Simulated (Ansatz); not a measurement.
WS2 with Br replacing S: gradients before and after relaxing the atoms

Start: a supercell of WS2 (space group P6_3/mmc) built from a COD entry (the entry's cell lengths or inner coordinates differ somewhat from later room-temperature determinations), with all atoms left at the host's positions.

Space group P3m1 (No. 156); a = 6.3600, c = 12.5000 Å, γ = 120.00°.

| site | Wyckoff | site symmetry | x | y | z |
| --- | --- | --- | --- | --- | --- |
| W1 | 1a | 3m. | 0.0000 | 0.0000 | 0.2500 |
| W2 | 3d | .m. | 0.0000 | 0.5000 | 0.2500 |
| W5 | 3d | .m. | 0.1667 | 0.8333 | 0.7500 |
| W8 | 1c | 3m. | 0.6667 | 0.3333 | 0.7500 |
| Br | 1a | 3m. | 0.0000 | 0.0000 | 0.6250 |
| S10 | 3d | .m. | 0.0000 | 0.5000 | 0.6250 |
| S13 | 3d | .m. | 0.1667 | 0.8333 | 0.1250 |
| S16 | 1c | 3m. | 0.6667 | 0.3333 | 0.1250 |
| S17 | 1a | 3m. | 0.0000 | 0.0000 | 0.8750 |
| S18 | 3d | .m. | 0.0000 | 0.5000 | 0.8750 |
| S21 | 3d | .m. | 0.1667 | 0.8333 | 0.3750 |
| S24 | 1c | 3m. | 0.6667 | 0.3333 | 0.3750 |

One atom of each set is listed.

Level of theory: DFT, PBE, plane waves and PAW, scalar-relativistic, 420 eV cutoff, Γ-centred 4×4×2 k-points, Fermi–Dirac smearing 0.01 eV, cell charge +1 (Ansatz 0.2.0).

The largest force at the start is 4.0 eV/Å. Relaxing the ions at fixed cell moves them by 0.215 Å at most (atom 9, Br) and 0.050 Å rms.

| site | moved (Å) | first shell before | first shell after | V_zz before (10²¹ V/m²) | η before |
| --- | --- | --- | --- | --- | --- |
| W1 | 0.006 | 6 S at 2.41 Å | 6 S at 2.41 Å | -17.51 | 0.00 |
| W2 | 0.007 | 6 S at 2.41 Å | 6 S at 2.41 Å | -17.42 | 0.01 |
| W5 | 0.035 | 5 S at 2.41 Å, 1 Br at 2.41 Å | 5 S at 2.41 Å, 1 Br at 2.59 Å | -18.61 | 0.42 |
| W8 | 0.036 | 6 S at 2.41 Å | 6 S at 2.42–2.43 Å | -19.92 | 0.00 |
| Br | 0.215 | 3 W at 2.41 Å | 3 W at 2.59 Å | -6.59 | 0.00 |
| S10 | 0.020 | 3 W at 2.41 Å | 3 W at 2.41–2.42 Å | -4.97 | 0.11 |
| S16 | 0.014 | 3 W at 2.41 Å | 3 W at 2.41 Å | -4.44 | 0.00 |
| S17 | 0.009 | 3 W at 2.41 Å | 3 W at 2.41 Å | -4.22 | 0.00 |
| S18 | 0.050 | 3 W at 2.41 Å | 3 W at 2.41–2.43 Å | -5.47 | 0.01 |
| S21 | 0.005 | 3 W at 2.41 Å | 3 W at 2.41 Å | -4.20 | 0.00 |

Task: How do the gradients change?

Result: 

```tsv
site	V_zz after	η after	change of V_zz
W1	-17.20	0.00	+0.31
W2	-17.18	0.00	+0.24
W5	-21.4	0.79	-2.82
W8	-18.73	0.00	+1.19
Br	6.51	0.00	+13.10
S10	-4.44	0.19	+0.53
S16	-4.29	0.00	+0.15
S17	-4.32	0.00	-0.10
S18	-5.18	0.34	+0.29
S21	-4.06	0.00	+0.14
```

The largest change of V_zz is on Br, from -6.59 to 6.51. In per cent, |V_zz| changes by -6 to +15 on W, -11 to +2 on S (all sites that start above 0.5, bar those whose gradient vanishes or changes sign or whose main axis turns by over 40°). Where |V_zz| stays above 0.1 and the axes keep their order, η moves most on W5, from 0.42 to 0.79. On S10 V_xx and V_yy change places (or their axes turn by over 50°), so the two values of η hide a larger change. V_zz changes sign on Br (same axis). The table leaves out 2 of the 12 sites, with |V_zz| up to 4.41; their tensors move by 0.13 at most along any direction. The statements above cover all sites.

The defect repeats with the cell of 24 atoms, so it feels its images: sites between two images don't show the values beside a lone defect, and zeros or small values of η there can come from the images' arrangement. S and W carry a gradient in the pure host already, so the values there aren't the defect's effect alone. A uniform background compensates the cell's charge. Without spin–orbit coupling the gradients at and beside W can be off by some per cent, at some sites by more.
Before: The neighbours have not yet relaxed around the defect (largest force 4.0 eV/Å), so the values at and beside it are those of a strained start, not of the defect in a real crystal.
After: The relaxation keeps the site symmetry 3m of the start, so the impurity can move only along its axis; a start off the site could end lower.
